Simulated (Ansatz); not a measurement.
## Electrons against holes in BP, calculated with Ansatz

Space group F-43m (No. 216), 2 atoms in the cell of the first input below: a = 3.209 Å, b = 3.209 Å, c = 3.209 Å, α = 60.00°, β = 60.00°, γ = 60.00°.

The structure is a measured one, not always of the ambient phase, taken without relaxation (pressure 1.1 GPa with this functional, without spin–orbit coupling). Functional: PBE.

Spin–orbit coupling is left out. Kohn–Sham gap between the band edges found on a fine mesh: 1.24 eV.

Levels at points 0.012 Å⁻¹ about the band edges give the masses:

```yaml
crystal:
  lattice:
    - [0.0, 2.2690012231, 2.2690012231]
    - [2.2690012231, 0.0, 2.2690012231]
    - [2.2690012231, 2.2690012231, 0.0]
  atoms:
    - { symbol: B, position: [0.0, 0.0, 0.0] }
    - { symbol: P, position: [0.75, 0.75, 0.75] }
basis:
  ecutwfc: 420
  ecutrho_ratio: 4
kpoints:
  mp_grid: { grid: [12, 12, 12] }
hamiltonian:
  xc: pbe
scf:
  occupations: { method: gaussian, width: 0.05 }
output:
  forces: true
  stress: true
  eigenvalues: true
  eigenstates:
    kpoints:
      - [0.0, 0.0, 0.0]
      - [0.0, 0.004333473, 0.004333473]
      - [0.0, -0.004333473, -0.004333473]
      - [0.004333473, 0.0, 0.004333473]
      - [-0.004333473, 0.0, -0.004333473]
      - [0.004333473, 0.004333473, 0.0]
      - [-0.004333473, -0.004333473, 0.0]
      - [0.003064228, 0.003064228, 0.006128456]
      - [-0.003064228, -0.003064228, -0.006128456]
      - [0.003064228, 0.006128456, 0.003064228]
      - [-0.003064228, -0.006128456, -0.003064228]
      - [0.006128456, 0.003064228, 0.003064228]
      - [-0.006128456, -0.003064228, -0.003064228]
      - [0.005003864, 0.005003864, 0.005003864]
      - [-0.005003864, -0.005003864, -0.005003864]
      - [-7.8e-07, 0.413811309, 0.413811309]
      - [-7.8e-07, 0.418144782, 0.418144782]
      - [-7.8e-07, 0.409477836, 0.409477836]
      - [0.004332693, 0.413811309, 0.418144782]
      - [-0.004334254, 0.413811309, 0.409477836]
      - [0.004332693, 0.418144782, 0.413811309]
      - [-0.004334254, 0.409477836, 0.413811309]
      - [0.003063448, 0.416875537, 0.419939765]
      - [-0.003065009, 0.410747081, 0.407682852]
      - [0.003063448, 0.419939765, 0.416875537]
      - [-0.003065009, 0.407682852, 0.410747081]
      - [0.006127676, 0.416875537, 0.416875537]
      - [-0.006129237, 0.410747081, 0.410747081]
      - [0.005003083, 0.418815173, 0.418815173]
      - [-0.005004644, 0.408807445, 0.408807445]
    de_dk: true
    e_range: [-1.218921493816, 1.220641652882]
```

```bash
ansatz run input.yaml --threads 4 --pin off --max-ram 9216MiB --backend cpu --events-out ev --progress --plain --runs-dir out
```

Time: 0.82 s on 4 threads of Arm Neoverse V2, with other jobs on the host, peak memory 0.28 GiB.

Edges at k = (0.000, 0.000, 0.000) and (0.000, 0.414, 0.414); masses in electron masses along fixed Cartesian directions (which need not be the axes of a valley), negative for hole-like bands, for at most the three nearest levels of the same spin at these k-points, within 0.3 eV:

| edge | band | from the edge (meV) | degeneracy | x | y | z | 111 |
| --- | --- | --- | --- | --- | --- | --- | --- |
| valence | 1 | 0 | 3 | -0.337 | -0.337 | -0.337 | -0.638 |
| valence | 2 | 0 | 3 | -0.256 | -0.256 | -0.256 | -0.638 |
| valence | 3 | 0 | 3 | -0.256 | -0.256 | -0.256 | -0.131 |
| conduction | 1 | 0 | 1 | 1.290 | 0.226 | 0.226 | 0.312 |

These curvatures agree with the slopes at the same points. They hold at the edge alone, and further out the bands need not be parabolic. Degenerate bands can be warped: each is named by its order in energy along a direction and has no mass tensor of its own.

The states of the whole zone with their velocity products:

```yaml
crystal:
  lattice:
    - [0.0, 2.2690012231, 2.2690012231]
    - [2.2690012231, 0.0, 2.2690012231]
    - [2.2690012231, 2.2690012231, 0.0]
  atoms:
    - { symbol: B, position: [0.0, 0.0, 0.0] }
    - { symbol: P, position: [0.75, 0.75, 0.75] }
basis:
  ecutwfc: 420
  ecutrho_ratio: 4
kpoints:
  mp_grid: { grid: [12, 12, 12] }
hamiltonian:
  xc: pbe
scf:
  occupations: { method: gaussian, width: 0.05 }
output:
  forces: true
  stress: true
  eigenvalues: true
  states_by_energy: { minimum_broadening: 0.025 }
```

```bash
ansatz run input.yaml --threads 4 --pin off --max-ram 9216MiB --backend cpu --events-out ev --progress --plain --runs-dir out
```

Time: 21 s on 4 threads of Arm Neoverse V2, on a shared host, peak memory 0.63 GiB.

From that table, at a constant relaxation time τ with Fermi–Dirac weights and rigid bands:

| T (K) | doping (cm⁻³) | μ − E_F (eV) | σ_xx/τ (10²⁰/Ω m s) | S_xx (μV/K) | Lorenz (10⁻⁸ V²/K²) | ħω_p,xx (eV) |
| --- | --- | --- | --- | --- | --- | --- |
| 300 | n 1e19 | 0.586 | 0.00842 | -338 | 1.84 | 0.203 |
| 300 | p 1e19 | -0.588 | 0.00727 | 327 | 1.85 | 0.189 |
| 300 | n 1e20 | 0.664 | 0.0819 | -156 | 1.96 | 0.633 |
| 300 | p 1e20 | -0.669 | 0.0718 | 146 | 2.01 | 0.593 |
| 300 | n 1e21 | 0.861 | 0.676 | -41 | 2.37 | 1.819 |
| 300 | p 1e21 | -0.893 | 0.656 | 38 | 2.37 | 1.792 |
| 600 | n 1e19 | 0.492 | 0.00781 | -427 | 1.77 | 0.195 |
| 600 | p 1e19 | -0.499 | 0.00705 | 415 | 1.82 | 0.186 |
| 600 | n 1e20 | 0.624 | 0.0766 | -234 | 1.84 | 0.612 |
| 600 | p 1e20 | -0.634 | 0.0699 | 223 | 1.88 | 0.585 |
| 600 | n 1e21 | 0.851 | 0.668 | -82 | 2.25 | 1.808 |
| 600 | p 1e21 | -0.886 | 0.649 | 73 | 2.22 | 1.783 |
| 900 | n 1e19 | 0.377 | 0.00734 | -481 | 1.85 | 0.190 |
| 900 | p 1e19 | -0.390 | 0.00685 | 467 | 1.82 | 0.183 |
| 900 | n 1e20 | 0.566 | 0.0724 | -286 | 1.88 | 0.595 |
| 900 | p 1e20 | -0.581 | 0.068 | 273 | 1.84 | 0.577 |
| 900 | n 1e21 | 0.835 | 0.658 | -119 | 2.19 | 1.795 |
| 900 | p 1e21 | -0.872 | 0.64 | 105 | 2.10 | 1.769 |

Problem. Which of the dopings listed at 300 K has the largest power factor S²σ/τ along x?

Solution. n 1e19: 0.96, p 1e19: 0.78, n 1e20: 2, p 1e20: 1.5, n 1e21: 1.1, p 1e21: 0.93 (10¹¹ W/m K² s), so n 1e20 cm⁻³, if τ is the same for all.

Caveats: melting, decomposition and changes of phase at these temperatures weren't checked; no scattering is computed, and the gap isn't corrected.
